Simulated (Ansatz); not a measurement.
V2GeB2 in space group P-6m2 (No. 187; V on 2h, Ge on 1a, B on 1b, B on 1f), the program Ansatz at the r²SCAN level (PAW), all energies at zero smearing, with the estimated change up to a 700 eV cutoff added, with one set of potentials and settings (totals compare only within such a set). Cell of 5 atoms (2 V, 1 Ge, 2 B): -10453.245 eV.

```json
[
 {"element": "V", "reference phase": "Im-3m, 1 atoms in the cell", "E (eV/atom)": "-2917.0517"},
 {"element": "Ge", "reference phase": "Fd-3m, 2 atoms in the cell", "E (eV/atom)": "-4302.9121"},
 {"element": "B", "reference phase": "R-3m, 12 atoms in the cell", "E (eV/atom)": "-156.5545"}
]
```

Formation energy per atom, worked out: (-10453.245 − 2×(-2917.0517) − 1×(-4302.9121) − 2×(-156.5545))/5 = -0.624 eV/atom (-60 kJ per mol of atoms), at 0 K, without zero-point energy or fitted corrections.

The start of the workflow was typed in or built on a structure type; neither database checked (COD, Materials Project) lists it. Whether it is the stable phase at ambient conditions was not checked. The r²SCAN relaxation kept the symmetry of its start; its stability against distortions is not shown here. The workflow began spin-polarised and lost its moments. The references are the lowest solids computed at this level, not always the standard phases.

Potentials: the earlier of the program's two PAW sets. The files were generated under PBE; for other functionals the program regenerates the frozen cores, and for LDA and PBEsol the local potential too.
